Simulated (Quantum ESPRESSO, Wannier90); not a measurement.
TlBr (CsCl type), plane waves to Wannier functions

```xyz
2
Lattice="3.9999 0.0000 0.0000 0.0000 3.9999 0.0000 0.0000 0.0000 3.9999" Properties=species:S:1:pos:R:3 pbc="T T T"
Tl     0.0000     0.0000     0.0000
Br     2.0000     2.0000     2.0000
```

Materials Project entry mp-22875; symmetrised, unrelaxed at this level. COD (Crystallography Open Database) has an entry of this formula and space group (matched by these alone). Method: PBEsol plane waves in Quantum ESPRESSO 7.5 (PseudoDojo norm-conserving files, 50 Ry, spinors with spin-orbit coupling), Bloch states on a 8×8×8 mesh through Γ, Wannier90 4.0.1. Density: 8×8×8 mesh, cold smearing 0.01 Ry.

A tight-binding model is made by disentanglement and projection with no localisation steps (num_iter = 0), so the 16 orbitals stay atom-like: hydrogen-like Tl: s;p; Br: s;p, axes along x, y, z; frozen window up to 6.21 eV relative to the valence-band maximum. It follows pw.x to 1.1 meV rms for states up to 2.2 eV relative to the valence-band maximum. Matrix elements depend on this choice of orbitals and windows. Bands 3–6 (Tl 5d 100 %), 7–12 (Tl 5d 99 %) lie between the kept ones and are excluded.

What are the on-site energies relative to the valence-band maximum, and how fast do the hoppings decay?


```
atom                 orbitals  energy (eV)
----  -----------------------  -----------
Tl1                     s↑ s↓        -3.66
Tl1   pz↑ pz↓ px↑ px↓ py↑ py↓         4.00
Br2                     s↑ s↓       -13.38
Br2   pz↑ pz↓ px↑ px↓ py↑ py↓        -1.22
```

```
distance of the centres (Å)  largest modulus (eV)
---------------------------  --------------------
3–4                                          0.89
5–6                                         0.061
6–7                                         0.074
7–8                                          0.11
8–9                                         0.011
9–10                                        0.020
10–11                                      0.0089
11–12                                       0.038
12–13                                      0.0040
```

Effective spin-orbit constants λ of λ L·S, from the same-site elements px↑–py↑ (λ/2) and dx2-y2↑–dxy↑ (λ), where they are among the larger elements: Tl1 p 0.92 eV, Br2 p 0.32 eV.
